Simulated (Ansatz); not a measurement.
## Compressing CdAu: a fit and a missing row

CdAu, Pm-3m, a = 3.352 Å. The structure is a COD entry; whether it is the stable form wasn't checked. Ansatz: r2SCAN, PAW, 500 eV, Γ-centred 12×12×12 mesh on 2 atoms, Gaussian smearing 0.10 eV; no spin polarisation. Symmetry fixes shape and atoms, so the cell is only scaled; pressure is positive in compression.

| V (Å³/atom) | P (GPa) |
| --- | --- |
| 16.573 | ? |
| 17.138 | 12.97 |
| 17.703 | 7.75 |
| 18.268 | 3.48 |
| 18.833 | 0.01 |
| 19.398 | -2.82 |
| 19.963 | -5.13 |
| 20.717 | -7.56 |

Problem. Take V0 = 18.833 Å³/atom, count pressures from its P0 = 0.01 GPa, fit the third-order Birch–Murnaghan form to the other rows, and predict the missing pressure.

Solution. With the Eulerian strain f = ½[(V0/V)^(2/3) − 1] and y = (P − P0)/[3f(1 + 2f)^(5/2)], the form is the line y = B0 + 1.5 B0 (B0′ − 4) f. Rows (f, y): 0.03245, 113.8; 0.02106, 110.5; 0.01026, 107.2; -0.00976, 101.5; -0.01905, 99.1; -0.03079, 96.1. Means f = 0.0006950, y = 104.70; Σ(Δf)² = 0.003005, ΣΔfΔy = 0.8458; the slope is their ratio. y = 104.5 + 281.5 f GPa, so B0 = 104.5 GPa and B0′ = 4 + 2 × (281.5)/(3 × 104.5) = 5.80. At V = 16.573, f = 0.04448, y = 117.02 and P = 19.33 GPa. The run gave 19.36 GPa, so the fit is 0.03 GPa too low, a small miss on the scale of the series.

Spin–orbit coupling is left out, which can shift energies with elements as heavy as these.

Cost: 8 runs of about 2.3 core-minutes in all, on Arm Neoverse V1 (shared hosts).